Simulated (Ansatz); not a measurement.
Input for Ansatz (plane-wave DFT, PAW):

```yaml
crystal:
  lattice:
    - [3.695, 0.0, 0.0]
    - [0.0, 3.695, 0.0]
    - [0.0, 0.0, 7.212]
  atoms:
    - { symbol: Zr, position: [0.5, 0.0, 0.64] }
    - { symbol: Zr, position: [0.0, 0.5, 0.36] }
    - { symbol: V, position: [0.0, 0.0, 0.0] }
    - { symbol: V, position: [0.5, 0.5, 0.0] }
    - { symbol: Si, position: [0.5, 0.0, 0.255] }
    - { symbol: Si, position: [0.0, 0.5, 0.745] }
basis:
  ecutwfc: 420
kpoints:
  mp_grid: { grid: [6, 6, 4] }
hamiltonian:
  xc: pbesol
scf:
  occupations: { method: gaussian, width: 0.1 }
output:
  forces: true
  stress: true
  eigenvalues: true
relax:
  adjacent_minimum: "off"
  f_tol: 0.05
  max_steps: 80
  cell: { stress_tol: 0.5 }
```

Run as
```bash
ansatz run input.yaml --threads 1 --pin off --max-ram 2560MiB --backend cpu --events-out ev --progress --plain --runs-dir out
```

Level of theory: DFT PBEsol, scalar-relativistic, plane waves, PAW (Ansatz).

Part of what the program printed, abridged:

```
Pseudopotentials: kind: paw
Pseudopotential: Zr, paw, valence charge 12, recommended cutoff 420 eV (normal)
Pseudopotential: V, paw, valence charge 13, recommended cutoff 420 eV (normal)
Pseudopotential: Si, paw, valence charge 4, recommended cutoff 420 eV (normal)
Functional definition: PBEsol
Crystal: 6 atoms, lattice volume = 98.466 Å³
Basis set: ecut = 420 eV, 1913 PW (Γ), exchange–correlation on 50×50×100 points (8 copies of the dense FFT grid, shifted against one another)
Bands: 35, of which v1, the nominal top of the filled ones, is band 29 counted from 1 (28 counted from 0)
Symmetry: 16 space group operations
Space group: P4/nmm (ITA 129), of the structure as read, at distance tolerance 4.6e-5 Å
k-points: 30 of 144
Initial density: superposition of atomic densities (neutral atoms: chi_scale 0, normalization atom), corrected by the library's trained network
Initial wavefunctions: pseudopotential atomic-orbital guess
Functional: x = pbesol(κ = 0.804, μ = 0.12345679), c = pbesol(β = 0.046)
SCF iter   1: F=—  HF=-15275.571258 eV  |F-HF|=—  |Δ(HF+E_count)|=         —  Δρ=5.74e-3  dr2=2.69e-2  ethr=1.77e-3  ⟨swp⟩=5.4  Hψ=3755  notcnv=0
SCF iter   2: F=—  HF=-15275.567993 eV  |F-HF|=—  |Δ(HF+E_count)|=   3.26e-3  Δρ=2.46e-3  dr2=4.52e-3  ethr=4.64e-5  ⟨swp⟩=2.4  Hψ=1849  notcnv=0  defer=18
SCF iter   3: F=—  HF=-15275.567245 eV  |F-HF|=—  |Δ(HF+E_count)|=   7.48e-4  Δρ=4.95e-4  dr2=4.50e-4  ethr=7.79e-6  ⟨swp⟩=2.1  Hψ=1414  notcnv=0  defer=18
SCF iter   4: F=—  HF=-15275.567186 eV  |F-HF|=—  |Δ(HF+E_count)|=   5.86e-5  Δρ=1.54e-4  dr2=2.27e-5  ethr=7.76e-7  ⟨swp⟩=2.0  Hψ=1285  notcnv=0  defer=18
SCF iter   5: F=—  HF=-15275.567204 eV  |F-HF|=—  |Δ(HF+E_count)|=   1.73e-5  Δρ=2.85e-5  dr2=9.58e-7  ethr=3.91e-8  ⟨swp⟩=2.0  Hψ=1412  notcnv=0  defer=18
SCF iter   6: F=—  HF=-15275.567203 eV  |F-HF|=—  |Δ(HF+E_count)|=   7.44e-8  Δρ=1.03e-5  dr2=1.42e-7  ethr=1.72e-10  ⟨swp⟩=8.4  Hψ=4325  notcnv=0
SCF iter   7: F=-15275.567203 eV  HF=-15275.567203 eV  |F-HF|=4.24e-9  |Δ(HF+E_count)|=   1.51e-8  Δρ=1.94e-6  dr2=6.12e-9  ethr=1.72e-10  ⟨swp⟩=4.1  Hψ=3124  notcnv=0
SCF 1 converged in 7 iterations: F = -15275.567203 eV  dr2 = 6.12e-9
relax step   1: F+E_penalty+E_count = -15275.56720345 eV  Δ(F+E_penalty+E_count) = +0.000e0 eV  max|allowed force component| = 8.625e-1 eV/Å  Δτ_max = 0.0000 Å  P = -4.910 GPa  Ω = 98.466 Å³  (7 SCF iters, dr2 threshold 1.00e-7 eV, accepted)
Crystal: 6 atoms, lattice volume = 94.634 Å³
Basis set: ecut = 420 eV, 1839 PW (Γ), exchange–correlation on 50×50×100 points (8 copies of the dense FFT grid, shifted against one another)
Initial density: handed on by an earlier stage of this run
Initial wavefunctions: those handed on with the density
SCF iter   1: F=—  HF=-15275.699457 eV  |F-HF|=—  |Δ(HF+E_count)|=         —  Δρ=1.18e-2  dr2=9.03e-1  ethr=1.54e-3  ⟨swp⟩=1.0  Hψ=5381  notcnv=0
SCF iter   2: F=—  HF=-15275.645034 eV  |F-HF|=—  |Δ(HF+E_count)|=   5.44e-2  Δρ=6.31e-3  dr2=3.12e-1  ethr=1.54e-3  ⟨swp⟩=1.0  Hψ=1051  notcnv=0
SCF iter   3: F=—  HF=-15275.610728 eV  |F-HF|=—  |Δ(HF+E_count)|=   3.43e-2  Δρ=1.07e-3  dr2=4.71e-3  ethr=5.38e-4  ⟨swp⟩=2.0  Hψ=1276  notcnv=0
SCF iter   4: F=—  HF=-15275.609977 eV  |F-HF|=—  |Δ(HF+E_count)|=   7.51e-4  Δρ=4.73e-4  dr2=2.84e-4  ethr=8.13e-6  ⟨swp⟩=2.0  Hψ=1468  notcnv=0  defer=2
SCF iter   5: F=—  HF=-15275.609933 eV  |F-HF|=—  |Δ(HF+E_count)|=   4.39e-5  Δρ=1.14e-4  dr2=2.78e-5  ethr=4.89e-7  ⟨swp⟩=2.0  Hψ=1380  notcnv=0  defer=2
SCF iter   6: F=-15275.609930 eV  HF=-15275.609930 eV  |F-HF|=2.73e-7  |Δ(HF+E_count)|=   2.99e-6  Δρ=2.42e-5  dr2=5.53e-7  ethr=1.03e-9  ⟨swp⟩=5.7  Hψ=4787  notcnv=0
the search or the solves at the SCF's close seem to have found levels that the self-consistency loop had missed (the run counts 1). By its estimate they hold under 1e-12 electrons; where the run keeps them, the occupations were computed again with them
SCF 2 converged in 6 iterations: F = -15275.609930 eV  dr2 = 5.53e-7
relax step   2: F+E_penalty+E_count = -15275.60992974 eV  Δ(F+E_penalty+E_count) = -4.273e-2 eV  max|allowed force component| = 9.314e-1 eV/Å  Δτ_max = 0.0823 Å  P = +2.532 GPa  Ω = 94.634 Å³  energy of the carried Pulay correction = +8.638e-4 eV  (6 SCF iters, dr2 threshold 6.00e-7 eV, accepted)
Crystal: 6 atoms, lattice volume = 94.778 Å³
Basis set: ecut = 420 eV, 1841 PW (Γ), exchange–correlation on 50×50×100 points (8 copies of the dense FFT grid, shifted against one another)
SCF iter   1: F=—  HF=-15275.748657 eV  |F-HF|=—  |Δ(HF+E_count)|=         —  Δρ=1.31e-2  dr2=1.01e0  ethr=1.62e-3  ⟨swp⟩=1.0  Hψ=5175  notcnv=0
SCF iter   2: F=—  HF=-15275.698641 eV  |F-HF|=—  |Δ(HF+E_count)|=   5.00e-2  Δρ=6.32e-3  dr2=2.91e-1  ethr=1.62e-3  ⟨swp⟩=1.0  Hψ=1051  notcnv=0
SCF iter   3: F=—  HF=-15275.671765 eV  |F-HF|=—  |Δ(HF+E_count)|=   2.69e-2  Δρ=1.11e-3  dr2=6.69e-3  ethr=5.01e-4  ⟨swp⟩=1.5  Hψ=1085  notcnv=0
SCF iter   4: F=—  HF=-15275.670691 eV  |F-HF|=—  |Δ(HF+E_count)|=   1.07e-3  Δρ=4.25e-4  dr2=2.43e-4  ethr=1.15e-5  ⟨swp⟩=2.0  Hψ=1397  notcnv=0
SCF iter   5: F=—  HF=-15275.670660 eV  |F-HF|=—  |Δ(HF+E_count)|=   3.04e-5  Δρ=9.35e-5  dr2=8.25e-6  ethr=4.19e-7  ⟨swp⟩=2.0  Hψ=1414  notcnv=0
SCF iter   6: F=-15275.670658 eV  HF=-15275.670659 eV  |F-HF|=2.09e-7  |Δ(HF+E_count)|=   1.77e-6  Δρ=1.39e-5  dr2=3.45e-7  ethr=1.03e-9  ⟨swp⟩=7.1  Hψ=4787  notcnv=0
the search or the solves at the SCF's close seem to have found levels that the self-consistency loop had missed (the run counts 1). By its estimate they hold under 1e-12 electrons; where the run keeps them, the occupations were computed again with them
SCF 3 converged in 6 iterations: F = -15275.670658 eV  dr2 = 3.45e-7
relax step   3: F+E_penalty+E_count = -15275.67065830 eV  Δ(F+E_penalty+E_count) = -6.073e-2 eV  max|allowed force component| = 1.750e-1 eV/Å  Δτ_max = 0.0884 Å  P = +1.446 GPa  Ω = 94.778 Å³  energy of the carried Pulay correction = +8.306e-4 eV  (6 SCF iters, dr2 threshold 6.00e-7 eV, accepted)
Crystal: 6 atoms, lattice volume = 95.627 Å³
Basis set: ecut = 420 eV, 1855 PW (Γ), exchange–correlation on 50×50×100 points (8 copies of the dense FFT grid, shifted against one another)
SCF iter   1: F=—  HF=-15275.686880 eV  |F-HF|=—  |Δ(HF+E_count)|=         —  Δρ=3.85e-3  dr2=7.19e-2  ethr=1.24e-4  ⟨swp⟩=1.0  Hψ=5143  notcnv=0
SCF iter   2: F=—  HF=-15275.683116 eV  |F-HF|=—  |Δ(HF+E_count)|=   3.76e-3  Δρ=1.72e-3  dr2=1.96e-2  ethr=1.24e-4  ⟨swp⟩=1.0  Hψ=1050  notcnv=0
SCF iter   3: F=—  HF=-15275.681315 eV  |F-HF|=—  |Δ(HF+E_count)|=   1.80e-3  Δρ=3.17e-4  dr2=5.14e-4  ethr=3.39e-5  ⟨swp⟩=1.5  Hψ=1084  notcnv=0
SCF iter   4: F=—  HF=-15275.681239 eV  |F-HF|=—  |Δ(HF+E_count)|=   7.60e-5  Δρ=1.31e-4  dr2=2.49e-5  ethr=8.87e-7  ⟨swp⟩=2.0  Hψ=1350  notcnv=0
SCF iter   5: F=—  HF=-15275.681233 eV  |F-HF|=—  |Δ(HF+E_count)|=   5.77e-6  Δρ=3.41e-5  dr2=2.14e-6  ethr=4.30e-8  ⟨swp⟩=2.0  Hψ=1412  notcnv=0
SCF iter   6: F=-15275.681233 eV  HF=-15275.681233 eV  |F-HF|=2.20e-8  |Δ(HF+E_count)|=   2.16e-7  Δρ=6.11e-6  dr2=3.90e-8  ethr=1.03e-9  ⟨swp⟩=5.6  Hψ=4030  notcnv=0
SCF 4 converged in 6 iterations: F = -15275.681233 eV  dr2 = 3.90e-8
relax step   4: F+E_penalty+E_count = -15275.68123266 eV  Δ(F+E_penalty+E_count) = -1.057e-2 eV  max|allowed force component| = 1.098e-1 eV/Å  Δτ_max = 0.0195 Å  P = +0.047 GPa  Ω = 95.627 Å³  energy of the carried Pulay correction = +6.367e-4 eV  (6 SCF iters, dr2 threshold 6.00e-7 eV, accepted)
Crystal: 6 atoms, lattice volume = 95.675 Å³
Basis set: ecut = 420 eV, 1871 PW (Γ), exchange–correlation on 50×50×100 points (8 copies of the dense FFT grid, shifted against one another)
SCF iter   1: F=—  HF=-15275.682609 eV  |F-HF|=—  |Δ(HF+E_count)|=         —  Δρ=9.27e-4  dr2=3.56e-3  ethr=6.16e-6  ⟨swp⟩=1.2  Hψ=4072  notcnv=0
SCF iter   2: F=—  HF=-15275.682432 eV  |F-HF|=—  |Δ(HF+E_count)|=   1.77e-4  Δρ=4.22e-4  dr2=8.89e-4  ethr=6.14e-6  ⟨swp⟩=1.0  Hψ=1050  notcnv=0
SCF iter   3: F=—  HF=-15275.682357 eV  |F-HF|=—  |Δ(HF+E_count)|=   7.50e-5  Δρ=5.78e-5  dr2=1.10e-5  ethr=1.53e-6  ⟨swp⟩=1.6  Hψ=1083  notcnv=0
SCF iter   4: F=—  HF=-15275.682361 eV  |F-HF|=—  |Δ(HF+E_count)|=   3.71e-6  Δρ=2.14e-5  dr2=4.59e-7  ethr=1.89e-8  ⟨swp⟩=2.0  Hψ=1393  notcnv=0
SCF iter   5: F=-15275.682361 eV  HF=-15275.682361 eV  |F-HF|=3.92e-8  |Δ(HF+E_count)|=   5.73e-8  Δρ=4.02e-6  dr2=4.74e-8  ethr=7.91e-10  ⟨swp⟩=2.0  Hψ=1356  notcnv=0
SCF iter   6: F=-15275.682361 eV  HF=-15275.682361 eV  |F-HF|=1.21e-9  |Δ(HF+E_count)|=   3.49e-9  Δρ=8.81e-7  dr2=1.56e-9  ethr=8.18e-11  ⟨swp⟩=2.0  Hψ=2953  notcnv=0
SCF 5 converged in 6 iterations: F = -15275.682361 eV  dr2 = 1.56e-9
relax step   5: F+E_penalty+E_count = -15275.68236059 eV  Δ(F+E_penalty+E_count) = -1.128e-3 eV  max|allowed force component| = 3.901e-3 eV/Å  Δτ_max = 0.0097 Å  P = +0.046 GPa  Ω = 95.675 Å³  energy of the carried Pulay correction = +6.257e-4 eV  (6 SCF iters, dr2 threshold 6.00e-7 eV, accepted)
Basis set: ecut = 420 eV, 1871 PW (Γ), exchange–correlation on 50×50×96 points (8 copies of the dense FFT grid, shifted against one another)
Initial wavefunctions: pseudopotential atomic-orbital guess (no wavefunctions were taken with the density)
SCF iter   1: F=—  HF=-15275.681732 eV  |F-HF|=—  |Δ(HF+E_count)|=         —  Δρ=3.01e-5  dr2=9.75e-8  ethr=3.69e-7  ⟨swp⟩=3.0  Hψ=6338  notcnv=0
SCF iter   2: F=—  HF=-15275.681804 eV  |F-HF|=—  |Δ(HF+E_count)|=   7.16e-5  Δρ=1.57e-5  dr2=3.20e-8  ethr=1.68e-10  ⟨swp⟩=2.1  Hψ=1924  notcnv=0
SCF iter   3: F=-15275.681804 eV  HF=-15275.681804 eV  |F-HF|=2.15e-10  |Δ(HF+E_count)|=   3.67e-8  Δρ=2.01e-6  dr2=1.18e-9  ethr=5.51e-11  ⟨swp⟩=2.7  Hψ=1899  notcnv=0
SCF iter   4: F=-15275.681804 eV  HF=-15275.681804 eV  |F-HF|=2.95e-10  |Δ(HF+E_count)|=  5.49e-10  Δρ=4.51e-7  dr2=3.88e-10  ethr=2.04e-12  ⟨swp⟩=2.6  Hψ=1686  notcnv=0
SCF iter   5: F=-15275.681804 eV  HF=-15275.681804 eV  |F-HF|=7.28e-12  |Δ(HF+E_count)|=  7.28e-12  Δρ=5.76e-8  dr2=4.83e-12  ethr=1.00e-12  ⟨swp⟩=1.1  Hψ=1065  notcnv=0
SCF iter   6: F=-15275.681804 eV  HF=-15275.681804 eV  |F-HF|=0.00e0  |Δ(HF+E_count)|=  3.64e-12  Δρ=1.40e-8  dr2=2.24e-13  ethr=1.00e-12  ⟨swp⟩=1.2  Hψ=2258  notcnv=0
SCF 6 converged in 6 iterations: F = -15275.681804 eV  dr2 = 2.24e-13
SCF converged after 6 iterations
Free energy (F): -15275.681804 eV
Harris-Foulkes:  -15275.681804 eV  (|F-HF|=0.00e0)
Internal energy: -15275.663391 eV  (E = F + TS)
E sigma→0 (E₀):  -15275.672597 eV
Entropy (-TS):   -0.018413 eV (-3.069 meV/atom)
Fermi energy:    14.230116 eV
--- Per-component energies (eV) ---
  E_band       = -460.808643
  E_kinetic    = 1428.139857
  E_local      = -3950.252021  (includes V_loc(G=0)·N_el)
  E_nonlocal   = 126.106387
  E_hartree    = 1654.822586
  E_xc         = -695.042781
  E_vxc        = -811.602235  (∫ρ·V_xc dr)
  E_paw        = -8971.029504  (= ΣΔE_a)
  E_vpaw       = -562.846357  (= ΣTr[D̂ρ^β])
  E_aug_tail   = 0.000563  (compensation charges beyond the density's cutoff)
  E_ewald      = -4869.102399
  E_core_change = 0.693920  (= ΣΔE_core)
  E_smearing   = -0.018413  (= −TS)
--- Forces (eV/Å), atoms counted from 1 ---
  atom   1  Zr     0.00000000     0.00000000     0.00154227
  atom   2  Zr     0.00000000     0.00000000    -0.00154227
  atom   3  V      0.00000000     0.00000000     0.00000000
  atom   4  V      0.00000000     0.00000000     0.00000000
  atom   5  Si     0.00000000     0.00000000     0.00400609
  atom   6  Si     0.00000000     0.00000000    -0.00400609
--- Stress (GPa, compression-positive) ---
        0.019456       0.000000       0.000000
        0.000000       0.019456       0.000000
        0.000000       0.000000       0.084420
  P = ⅓ Tr σ = 0.0411 GPa (0.411 kbar)
--- Band table (eV; the first three rows and the last of 30) ---
  k-point 0: bands = ["-49.3636", "-49.1828", "-33.9133", "-33.8416", "-23.5164", "-23.5164", "-23.3595", "-23.1959", "-22.9495", "-22.9495", "-12.0949", "-12.0440", "-12.0440", "-11.8484", "-11.8484", "-11.8403", "4.6005", "6.0385", "9.3469", "10.8622", "11.9696", "11.9696", "12.0963", "12.3119", "12.6198", "13.3846", "14.1703", "14.2662", "14.2662", "15.4117", "15.4117", "15.8459", "15.9253", "16.5843", "16.8718"]
  k-point 1: bands = ["-49.3636", "-49.1828", "-33.9135", "-33.8415", "-23.5164", "-23.5164", "-23.3594", "-23.1959", "-22.9495", "-22.9495", "-12.0919", "-12.0442", "-12.0442", "-11.8481", "-11.8481", "-11.8437", "4.7725", "5.8016", "9.3971", "10.6067", "12.0093", "12.0093", "12.2431", "12.6244", "12.6254", "13.4427", "13.6912", "14.1113", "14.1113", "15.5440", "15.5440", "15.7910", "16.4299", "16.4299", "16.4305"]
  k-point 2: bands = ["-49.3636", "-49.1828", "-33.9136", "-33.8414", "-23.5164", "-23.5164", "-23.3594", "-23.1959", "-22.9495", "-22.9495", "-12.0889", "-12.0445", "-12.0445", "-11.8478", "-11.8478", "-11.8471", "5.1197", "5.3899", "9.5086", "10.3122", "12.0525", "12.0525", "12.4862", "12.6290", "13.0640", "13.2175", "13.3531", "13.9654", "13.9654", "15.7408", "15.9080", "15.9080", "15.9314", "15.9314", "16.8587"]
  k-point 29: bands = ["-49.2713", "-49.2713", "-33.8571", "-33.8571", "-23.6132", "-23.6132", "-23.2736", "-23.2736", "-22.8901", "-22.8901", "-12.2405", "-12.2405", "-11.9575", "-11.9575", "-11.9319", "-11.9319", "6.7818", "6.7818", "10.2535", "10.2535", "11.7167", "11.7167", "12.0122", "12.0122", "12.9062", "12.9062", "13.3360", "13.3360", "13.6329", "13.6329", "15.5085", "15.5085", "16.3043", "16.3043", "17.4415"]
--- Relaxed structure (5 steps of the walk, 5 accepted, 1 SCFs on fresh bases) ---
  F+E_penalty+E_count = -15275.68180368 eV   max|allowed force component| = 4.006e-3 eV/Å   (the final SCF, on the basis selected at the relaxed cell)
  cell:  # Å, volume = 95.6748 Å³
    - [3.65323831, 0.0, 0.0]
    - [0.0, 3.65323831, 0.0]
    - [0.0, 0.0, 7.16871620]
  atoms:
    - { symbol: Zr, position: [0.5, 0.0, 0.64162848] }
    - { symbol: Zr, position: [0.0, 0.5, 0.35837151] }
    - { symbol: V, position: [0.0, 0.0, 0.0] }
    - { symbol: V, position: [0.5, 0.5, 0.0] }
    - { symbol: Si, position: [0.5, 0.0, 0.24479386] }
    - { symbol: Si, position: [0.0, 0.5, 0.75520613] }
```

The relaxation met its thresholds.

It took 21 s on 1 thread of Intel(R) Xeon(R) 6975P-C (Granite Rapids), on a shared host, peak memory 0.49 GiB.

The k mesh is coarse.